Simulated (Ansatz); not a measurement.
**GePt: ⁷³Ge nuclear quadrupole resonance**

Cell: a Materials Project structure (computed, not necessarily an observed phase), atoms as given.

Space group Pnma (No. 62); a = 5.7560, b = 3.7300, c = 6.1116 Å.

```csv
site,Wyckoff,site symmetry,x,y,z
Ge,4c,.m.,0.8139,0.7500,0.5880
Pt,4c,.m.,0.0019,0.7500,0.1927
```

One atom of each set is listed.

All values are calculated (Ansatz; DFT, PBE, plane waves and PAW, with spin–orbit coupling, 420 eV cutoff, Γ-centred 6×9×6 k-points, Fermi–Dirac smearing 0.05 eV), not measured.

⁷³Ge: I = 9/2, Q = -196.0 mb (year-2017 value). Static lattice, zero field.

(1) Predict the zero-field ⁷³Ge lines of each site.

Answers

(1) For I = 9/2 and η = 0 the lines are |C_Q|/24 times 1, 2, 3 and 4; η shifts the lowest up most. At large η the states mix, and weaker lines appear at sums of the main ones; lines under 5 % of the strongest are left out.

```json
{"site": "Ge", "atoms": "4", "V_zz (10²¹ V/m²)": "-7.13", "C_Q (MHz)": "33.8", "η": "0.96", "line frequencies (MHz)": "3.42, 3.54, 5.02, 5.18, 6.96"}
```

At this cell the principal stresses reach 5 GPa in size with PBE, which can matter for small gradients. The run finds no gap above 0.1 eV (a metal, or nearly one), so the gradients can move by 10 % or more with the k-mesh.

The run took 13 min of wall time (13 min of CPU time) and 2.3 GiB at its peak, on 1 thread of Intel Xeon Processor @ 2.50GHz (Skylake/Cascade Lake) (x86_64; 62 cores open to the job, memory cap 3.0 GiB, no GPU), a shared host with a load of 0.9 a core.
